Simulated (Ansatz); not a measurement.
Data:

CuI:
```cif
data_CuI
_chemical_formula_sum 'Cu1 I1'
_space_group_name_H-M_alt 'P-6m2'
_space_group_IT_number 187
_space_group_name_Hall 'P -6 2'
_cell_length_a 3.93541
_cell_length_b 3.93541
_cell_length_c 3.69566
_cell_angle_alpha 90.000
_cell_angle_beta 90.000
_cell_angle_gamma 120.000
loop_
_atom_site_label
_atom_site_type_symbol
_atom_site_symmetry_multiplicity
_atom_site_Wyckoff_symbol
_atom_site_fract_x
_atom_site_fract_y
_atom_site_fract_z
_atom_site_occupancy
Cu1 Cu 1 a 0.00000 0.00000 0.00000 1
I1 I 1 f 0.66667 0.33333 0.50000 1
```

This is the r²SCAN-relaxed structure.

Task: All from the program Ansatz at the r²SCAN level (PAW), unless another level is named. Give the electronic character.

Result: metallic (no gap).

Task: Give the formation energy from the elements (no fitted shifts).

Result: 22 kJ/mol of atoms.

Task: Give the density of states at the Fermi level.

Result: 0.05 states/eV per atom (mean over ±0.08 eV).

A made-up cell: these elements were put on the sites of a structure type; neither database checked (COD, Materials Project) lists it. It is not the phase usual at ambient conditions (space group No. 216). The r²SCAN relaxation kept the symmetry of its start; whether a distortion lowers the energy is not shown. No spin polarisation was allowed. The references are the lowest solids computed at this level, not always the standard phases. Spin–orbit coupling is left out wherever it is not named.

Potentials: the later of the program's two PAW sets.
